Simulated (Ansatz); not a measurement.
Ansatz input file:

```yaml
crystal:
  lattice:
    - [5.5174781792, 0.0, 0.0]
    - [-2.7587390896, 4.778276268, 0.0]
    - [0.0, 0.0, 4.3672457443]
  atoms:
    - { symbol: Mo, position: [0.6666666667, 0.3333333333, 0.25] }
    - { symbol: Mo, position: [0.3333333333, 0.6666666667, 0.75] }
    - { symbol: Ru, position: [0.8333953471, 0.1666046529, 0.75] }
    - { symbol: Ru, position: [0.3332093059, 0.1666046529, 0.75] }
    - { symbol: Ru, position: [0.8333953471, 0.6667906941, 0.75] }
    - { symbol: Ru, position: [0.1666046529, 0.8333953471, 0.25] }
    - { symbol: Ru, position: [0.6667906941, 0.8333953471, 0.25] }
    - { symbol: Ru, position: [0.1666046529, 0.3332093059, 0.25] }
basis:
  ecutwfc: 500
kpoints:
  mp_grid: { grid: [6, 6, 8] }
hamiltonian:
  xc: r2scan
scf:
  occupations: { method: gaussian, width: 0.1 }
output:
  forces: true
  stress: true
  eigenvalues: true
relax:
  adjacent_minimum: "off"
  f_tol: 0.01
  max_steps: 30
  cell: { stress_tol: 0.1, fix: [volume] }
```

Run as
```bash
ansatz run input.yaml --threads 2 --pin off --max-ram 5120MiB --backend cpu --events-out ev --progress --plain --runs-dir out
```

The calculation used Ansatz, DFT r2SCAN, scalar-relativistic, plane waves, PAW.

From the run's log, abridged (iterations and final results):

```
SCF iter   1: F=—  HF=-45279.675021 eV  |F-HF|=—  |Δ(HF+E_count)|=         —  Δρ=1.19e-2  dr2=1.04e-1  dr2_τ=8.50e-2  ethr=1.77e-3  ⟨swp⟩=5.0  Hψ=8345  notcnv=0
SCF iter   2: F=—  HF=-45279.749184 eV  |F-HF|=—  |Δ(HF+E_count)|=   7.42e-2  Δρ=6.98e-3  dr2=2.83e-2  dr2_τ=7.12e-3  ethr=8.41e-5  ⟨swp⟩=2.2  Hψ=4527  notcnv=0  defer=2
SCF iter   3: F=—  HF=-45279.755443 eV  |F-HF|=—  |Δ(HF+E_count)|=   6.26e-3  Δρ=3.87e-3  dr2=1.07e-2  dr2_τ=1.31e-3  ethr=2.28e-5  ⟨swp⟩=2.0  Hψ=3425  notcnv=0  defer=2
SCF iter   4: F=—  HF=-45279.758831 eV  |F-HF|=—  |Δ(HF+E_count)|=   3.39e-3  Δρ=7.38e-4  dr2=4.46e-4  dr2_τ=3.21e-5  ethr=8.63e-6  ⟨swp⟩=2.0  Hψ=3491  notcnv=0  defer=2
SCF iter   5: F=—  HF=-45279.759039 eV  |F-HF|=—  |Δ(HF+E_count)|=   2.08e-4  Δρ=1.66e-4  dr2=3.56e-5  dr2_τ=2.08e-6  ethr=3.60e-7  ⟨swp⟩=2.0  Hψ=4368  notcnv=0  defer=2
SCF iter   6: F=—  HF=-45279.759057 eV  |F-HF|=—  |Δ(HF+E_count)|=   1.81e-5  Δρ=5.34e-5  dr2=3.70e-6  dr2_τ=1.69e-7  ethr=2.87e-8  ⟨swp⟩=2.0  Hψ=3575  notcnv=0  defer=4
SCF iter   7: F=—  HF=-45279.759060 eV  |F-HF|=—  |Δ(HF+E_count)|=   3.23e-6  Δρ=1.39e-5  dr2=3.21e-7  dr2_τ=1.60e-8  ethr=2.99e-9  ⟨swp⟩=2.0  Hψ=3504  notcnv=0  defer=4
SCF iter   8: F=-45279.759061 eV  HF=-45279.759061 eV  |F-HF|=1.20e-8  |Δ(HF+E_count)|=   3.09e-7  Δρ=3.34e-6  dr2=9.94e-9  dr2_τ=4.52e-10  ethr=8.06e-11  ⟨swp⟩=8.3  Hψ=9585  notcnv=0
SCF 1 converged in 8 iterations: F = -45279.759061 eV  dr2 = 9.94e-9
relax step   1: F+E_penalty+E_count = -45279.75906075 eV  Δ(F+E_penalty+E_count) = +0.000e0 eV  max|allowed force component| = 9.624e-3 eV/Å  Δτ_max = 0.0000 Å  P = -8.816 GPa  Ω = 115.138 Å³  fix = [volume]  reactions: volume -8.816 GPa (8 SCF iters, dr2 threshold 1.00e-7 eV, accepted)
Basis set: ecut = 500 eV, 2889 PW (Γ), exchange–correlation on 180×180×128 points (64 copies of the dense FFT grid, shifted against one another)
Initial density: handed on by an earlier stage of this run
Initial wavefunctions: those handed on with the density
SCF iter   1: F=—  HF=-45279.758107 eV  |F-HF|=—  |Δ(HF+E_count)|=         —  Δρ=3.08e-4  dr2=1.18e-4  dr2_τ=1.30e-3  ethr=8.77e-8  ⟨swp⟩=3.0  Hψ=10618  notcnv=0
SCF iter   2: F=—  HF=-45279.759077 eV  |F-HF|=—  |Δ(HF+E_count)|=   9.71e-4  Δρ=1.50e-4  dr2=1.42e-5  dr2_τ=1.74e-6  ethr=8.77e-8  ⟨swp⟩=2.0  Hψ=4802  notcnv=0
SCF iter   3: F=—  HF=-45279.759084 eV  |F-HF|=—  |Δ(HF+E_count)|=   6.43e-6  Δρ=6.68e-5  dr2=4.19e-6  dr2_τ=2.47e-7  ethr=1.15e-8  ⟨swp⟩=1.6  Hψ=3135  notcnv=0
SCF iter   4: F=—  HF=-45279.759085 eV  |F-HF|=—  |Δ(HF+E_count)|=   8.47e-7  Δρ=2.01e-5  dr2=9.05e-7  dr2_τ=9.39e-8  ethr=3.38e-9  ⟨swp⟩=2.0  Hψ=3739  notcnv=0
SCF iter   5: F=—  HF=-45279.759085 eV  |F-HF|=—  |Δ(HF+E_count)|=   1.06e-8  Δρ=1.44e-5  dr2=3.38e-7  dr2_τ=3.47e-8  ethr=2.28e-10  ⟨swp⟩=4.0  Hψ=8152  notcnv=0
SCF iter   6: F=-45279.759085 eV  HF=-45279.759085 eV  |F-HF|=1.89e-8  |Δ(HF+E_count)|=   1.88e-8  Δρ=5.61e-6  dr2=4.68e-8  dr2_τ=5.76e-10  ethr=2.28e-10  ⟨swp⟩=3.1  Hψ=7119  notcnv=0
SCF 2 converged in 6 iterations: F = -45279.759085 eV  dr2 = 4.68e-8
relax step   2: F+E_penalty+E_count = -45279.75908459 eV  Δ(F+E_penalty+E_count) = -2.384e-5 eV  max|allowed force component| = 1.964e-3 eV/Å  Δτ_max = 0.0007 Å  P = -8.784 GPa  Ω = 115.138 Å³  energy of the carried Pulay correction = -3.753e-6 eV  fix = [volume]  reactions: volume -8.784 GPa (6 SCF iters, dr2 threshold 2.82e-7 eV, accepted)
SCF iter   1: F=—  HF=-45279.759039 eV  |F-HF|=—  |Δ(HF+E_count)|=         —  Δρ=1.31e-4  dr2=1.71e-5  dr2_τ=2.24e-4  ethr=1.18e-8  ⟨swp⟩=3.0  Hψ=11125  notcnv=0
SCF iter   2: F=—  HF=-45279.759232 eV  |F-HF|=—  |Δ(HF+E_count)|=   1.93e-4  Δρ=6.69e-5  dr2=2.31e-6  dr2_τ=2.98e-7  ethr=1.18e-8  ⟨swp⟩=2.0  Hψ=4806  notcnv=0
SCF iter   3: F=—  HF=-45279.759233 eV  |F-HF|=—  |Δ(HF+E_count)|=   1.22e-6  Δρ=3.12e-5  dr2=6.44e-7  dr2_τ=6.43e-8  ethr=1.86e-9  ⟨swp⟩=2.2  Hψ=3561  notcnv=0
SCF iter   4: F=—  HF=-45279.759234 eV  |F-HF|=—  |Δ(HF+E_count)|=   2.94e-7  Δρ=1.93e-5  dr2=8.82e-7  dr2_τ=1.09e-7  ethr=2.20e-10  ⟨swp⟩=4.0  Hψ=8239  notcnv=0
SCF iter   5: F=-45279.759234 eV  HF=-45279.759234 eV  |F-HF|=1.06e-9  |Δ(HF+E_count)|=   5.99e-8  Δρ=5.08e-6  dr2=1.88e-8  dr2_τ=1.24e-9  ethr=2.20e-10  ⟨swp⟩=3.0  Hψ=8561  notcnv=0
SCF 3 converged in 5 iterations: F = -45279.759234 eV  dr2 = 1.88e-8
relax step   3: F+E_penalty+E_count = -45279.75923351 eV  Δ(F+E_penalty+E_count) = -1.489e-4 eV  max|allowed force component| = 1.992e-3 eV/Å  Δτ_max = 0.0001 Å  P = -8.799 GPa  Ω = 115.138 Å³  energy of the carried Pulay correction = -1.939e-6 eV  fix = [volume]  reactions: volume -8.799 GPa (5 SCF iters, dr2 threshold 2.73e-7 eV, accepted)
Initial wavefunctions: pseudopotential atomic-orbital guess (no wavefunctions were taken with the density)
SCF iter   1: F=—  HF=-45279.759247 eV  |F-HF|=—  |Δ(HF+E_count)|=         —  Δρ=5.69e-6  dr2=2.05e-8  dr2_τ=1.29e-8  ethr=1.14e-7  ⟨swp⟩=3.2  Hψ=15346  notcnv=0
SCF iter   2: F=—  HF=-45279.759245 eV  |F-HF|=—  |Δ(HF+E_count)|=   1.65e-6  Δρ=3.30e-6  dr2=9.73e-9  dr2_τ=1.06e-9  ethr=1.65e-11  ⟨swp⟩=3.0  Hψ=6182  notcnv=0
SCF iter   3: F=—  HF=-45279.759245 eV  |F-HF|=—  |Δ(HF+E_count)|=   2.60e-9  Δρ=2.05e-6  dr2=7.24e-9  dr2_τ=8.60e-10  ethr=7.84e-12  ⟨swp⟩=2.0  Hψ=3538  notcnv=0
SCF iter   4: F=—  HF=-45279.759245 eV  |F-HF|=—  |Δ(HF+E_count)|=  1.16e-10  Δρ=6.14e-7  dr2=5.57e-10  dr2_τ=1.09e-10  ethr=5.84e-12  ⟨swp⟩=2.1  Hψ=3063  notcnv=0
SCF iter   5: F=-45279.759245 eV  HF=-45279.759245 eV  |F-HF|=3.64e-11  |Δ(HF+E_count)|=  2.91e-11  Δρ=2.16e-7  dr2=5.28e-11  dr2_τ=8.37e-12  ethr=1.00e-12  ⟨swp⟩=4.7  Hψ=8653  notcnv=0
SCF 4 converged in 5 iterations: F = -45279.759245 eV  dr2 = 5.28e-11
SCF converged after 5 iterations
Free energy (F): -45279.759245 eV
Harris-Foulkes:  -45279.759245 eV  (|F-HF|=3.64e-11)
Internal energy: -45279.719655 eV  (E = F + TS)
E sigma→0 (E₀):  -45279.739450 eV
Entropy (-TS):   -0.039590 eV (-4.949 meV/atom)
Fermi energy:    21.841399 eV
--- Per-component energies (eV) ---
  E_band       = -626.880287
  E_kinetic    = 3958.923909
  E_local      = -9410.611118  (includes V_loc(G=0)·N_el)
  E_nonlocal   = 2340.891747
  E_hartree    = 3053.539394
  E_xc         = -1460.171203
  E_vxc        = -2111.092899  (∫ρ·V_xc dr)
  E_paw        = -27307.262686  (= ΣΔE_a)
  E_vpaw       = -1658.894312  (= ΣTr[D̂ρ^β])
  E_aug_tail   = 0.000579  (compensation charges beyond the density's cutoff)
  E_vtau       = 146.822741  (kinetic-family band-sum trace: ∫τ·v_τ [+ j·A + Jᵃ·Aᵃ] dr)
  E_ewald      = -16452.722136
  E_core_change = -2.308141  (= ΣΔE_core)
  E_smearing   = -0.039590  (= −TS)
--- Forces (eV/Å), atoms counted from 1 ---
  atom   1  Mo     0.00000000     0.00000000     0.00000000
  atom   2  Mo     0.00000000     0.00000000     0.00000000
  atom   3  Ru    -0.00174101     0.00100517     0.00000000
  atom   4  Ru     0.00174101     0.00100517     0.00000000
  atom   5  Ru     0.00000000    -0.00201034     0.00000000
  atom   6  Ru     0.00174101    -0.00100517     0.00000000
  atom   7  Ru    -0.00174101    -0.00100517     0.00000000
  atom   8  Ru     0.00000000     0.00201034     0.00000000
--- Stress (GPa, compression-positive) ---
       -8.801765       0.000000       0.000000
        0.000000      -8.801765       0.000000
        0.000000       0.000000      -8.793510
  P = ⅓ Tr σ = -8.7990 GPa (-87.990 kbar)
--- Band table (eV; the first three rows and the last of 35) ---
  k-point 0: bands = ["-52.9554", "-52.8557", "-52.8557", "-52.8352", "-52.7974", "-52.7974", "-40.9997", "-40.9984", "-22.4977", "-22.4948", "-22.3285", "-22.2607", "-22.2607", "-22.2303", "-22.2303", "-22.1993", "-22.1993", "-22.0342", "-21.8975", "-21.8975", "-21.8161", "-21.8161", "-21.8011", "-21.8011", "-21.7997", "-21.7794", "-14.3369", "-14.3369", "-14.3278", "-14.3278", "-14.3087", "-14.2978", "14.1388", "16.1019", "16.1737", "16.1737", "16.2104", "16.8435", "16.8435", "16.8566", "16.9042", "16.9042", "16.9802", "19.2002", "19.4380", "19.4380", "19.8386", "19.8386", "19.9327", "20.1943", "20.3997", "20.3997", "20.5551", "20.5551", "20.5843", "20.5843", "20.7470", "20.7470", "20.8836 ...
  k-point 1: bands = ["-52.9508", "-52.8535", "-52.8535", "-52.8398", "-52.7996", "-52.7996", "-40.9998", "-40.9986", "-22.4981", "-22.4829", "-22.3312", "-22.3312", "-22.3204", "-22.2251", "-22.2251", "-22.1435", "-22.1435", "-22.0247", "-21.8925", "-21.8925", "-21.8187", "-21.8166", "-21.8166", "-21.7958", "-21.7958", "-21.7892", "-14.3357", "-14.3357", "-14.3270", "-14.3270", "-14.3090", "-14.3001", "14.3174", "16.1558", "16.2536", "16.2536", "16.2889", "16.3105", "16.3105", "16.3927", "17.5670", "17.5863", "17.5863", "19.1176", "19.1176", "19.1884", "19.3283", "19.7538", "19.7538", "19.7601", "19.7601", "19.9978", "20.4263", "20.4263", "20.6910", "20.6910", "21.2970", "21.2970", "21.4609 ...
  k-point 2: bands = ["-52.9378", "-52.8528", "-52.8472", "-52.8472", "-52.8059", "-52.8059", "-41.0000", "-40.9991", "-22.4976", "-22.4666", "-22.3872", "-22.3872", "-22.2846", "-22.2846", "-22.2797", "-22.0418", "-22.0418", "-21.9975", "-21.8845", "-21.8845", "-21.8750", "-21.8178", "-21.8178", "-21.8173", "-21.7887", "-21.7887", "-14.3326", "-14.3326", "-14.3255", "-14.3255", "-14.3100", "-14.3053", "14.8201", "16.0046", "16.0046", "16.0981", "16.2964", "16.4515", "16.4515", "16.4831", "18.0738", "18.1525", "18.1525", "18.1771", "18.1771", "18.2443", "19.6388", "19.6388", "19.7053", "19.7670", "20.0458", "20.0458", "20.2335", "20.2335", "20.7799", "20.7799", "21.4201", "21.7570", "21.7570 ...
  k-point 34: bands = ["-52.8612", "-52.8612", "-52.8608", "-52.8608", "-52.8266", "-52.8266", "-41.0010", "-41.0010", "-22.3422", "-22.3422", "-22.3329", "-22.3329", "-22.2904", "-22.2904", "-22.1075", "-22.1075", "-22.0544", "-22.0544", "-21.9402", "-21.9402", "-21.9386", "-21.9386", "-21.8369", "-21.8369", "-21.8219", "-21.8219", "-14.3515", "-14.3515", "-14.3484", "-14.3484", "-14.3090", "-14.3090", "17.1911", "17.1911", "17.2101", "17.2101", "17.2857", "17.2857", "17.6634", "17.6634", "18.2418", "18.2418", "18.6106", "18.6106", "18.7111", "18.7111", "18.8033", "18.8033", "19.2564", "19.2564", "19.2623", "19.2623", "19.4261", "19.4261", "19.6687", "19.6687", "20.8617", "20.8617", "21.032 ...
--- Relaxed structure (3 steps of the walk, 3 accepted, 1 SCFs on fresh bases) ---
  F+E_penalty+E_count = -45279.75924500 eV   max|allowed force component| = 2.010e-3 eV/Å   (the final SCF, on the basis selected at the relaxed cell)
  cell:  # Å, volume = 115.1382 Å³
    - [5.51988949, 0.0, 0.0]
    - [-2.75994474, 4.78036452, 0.0]
    - [0.0, 0.0, 4.36343098]
  atoms:
    - { symbol: Mo, position: [0.66666666, 0.33333333, 0.24999999] }
    - { symbol: Mo, position: [0.33333333, 0.66666666, 0.75] }
    - { symbol: Ru, position: [0.83333677, 0.16666322, 0.75] }
    - { symbol: Ru, position: [0.33332644, 0.16666322, 0.75] }
    - { symbol: Ru, position: [0.83333677, 0.66667355, 0.75] }
    - { symbol: Ru, position: [0.16666322, 0.83333677, 0.24999999] }
    - { symbol: Ru, position: [0.66667355, 0.83333677, 0.24999999] }
    - { symbol: Ru, position: [0.16666322, 0.33332644, 0.24999999] }
```

The relaxation met its thresholds.

Time: 65 s on 2 threads of Arm Neoverse V2, with other jobs on the host, peak memory 0.85 GiB.